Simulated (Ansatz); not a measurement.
Input and command of a plane-wave DFT calculation in Ansatz:

```yaml
crystal:
  lattice:
    - [0.0, 3.2224680222, 3.2224680222]
    - [3.2224680222, 0.0, 3.2224680222]
    - [3.2224680222, 3.2224680222, 0.0]
  atoms:
    - { symbol: Cr, position: [0.625, 0.625, 0.625], spin: 3.0 }
    - { symbol: Cr, position: [0.125, 0.625, 0.625], spin: 3.0 }
    - { symbol: Cr, position: [0.625, 0.625, 0.125], spin: 3.0 }
    - { symbol: Cr, position: [0.625, 0.125, 0.625], spin: 3.0 }
    - { symbol: Ni, position: [0.0, 0.0, 0.0], spin: 2.0 }
    - { symbol: Ni, position: [0.25, 0.25, 0.25], spin: 2.0 }
basis:
  ecutwfc: 420
kpoints:
  mp_grid: { grid: [6, 6, 6] }
hamiltonian:
  xc: pbe
scf:
  occupations: { method: gaussian, width: 0.1 }
  lower_state_search: "off"
output:
  forces: true
  stress: true
  eigenvalues: true
  populations: true
magnetization:
  spin_polarized: true
```

```bash
ansatz run input.yaml --threads 1 --pin off --max-ram 2560MiB --backend cpu --events-out ev --progress --plain --runs-dir out
```

Processor: Intel(R) Xeon(R) Platinum 8488C (Sapphire Rapids), 1 thread, on a host shared with other jobs.

Problem. Estimate time, memory and problem size.

Solution. About 16 s on 1 thread of Intel(R) Xeon(R) Platinum 8488C (Sapphire Rapids), on a shared host, peak memory 0.46 GiB. It solves 65 bands at 16 k points (the mesh reduced by the symmetry that the task leaves, which can be less than the crystal's) with about 1291 plane waves, in 18 SCF iterations.
